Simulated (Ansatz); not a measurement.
Two inputs for HfB2

Cell: a structure deposited in the COD, whose atoms a relaxation with PBE at fixed cell left in place.

```yaml
crystal:
  lattice:
    - [3.14000, 0.00000, 0.00000]
    - [-1.57000, 2.71932, 0.00000]
    - [0.00000, 0.00000, 3.48000]
  atoms:
    - { symbol: Hf, position: [0.00000, 0.00000, 0.00000] }
    - { symbol: B, position: [0.33333, 0.66667, 0.50000] }
    - { symbol: B, position: [0.66667, 0.33333, 0.50000] }
```

Atom numbers follow the list; atoms alike are taken as one site, whose name carries the number of the first.

Reference run. All values are calculated (Ansatz; DFT, PBE, plane waves and PAW, scalar-relativistic, 420 eV cutoff, Γ-centred 10×10×8 k-points, Fermi–Dirac smearing 0.05 eV), not measured.

(1) The input is changed as follows: `scf.mixing.algorithm`: not typed → msr1; `scf.mixing.beta`: not typed → 0.9; `scf.mixing.ndim`: not typed → 16. What happens to V_zz (10²¹ V/m²) and η?

Results:

(1) 

```tsv
site	atom	V_zz reference	η reference	V_zz changed	η changed
Hf	1	10.31	0.00	10.31	0.00
B	2	0.067	0.00	0.067	0.00
```

All printed values agree. Mixing, solver and start steer the path to self-consistency, not the state that is reached here.

On the reference run: With no gap above 0.1 eV, as in a metal, the gradients converge slowly in k; expect changes of a tenth or more on a denser mesh. Without spin–orbit coupling the gradients at and beside Hf can be off by some per cent, at some sites by more.
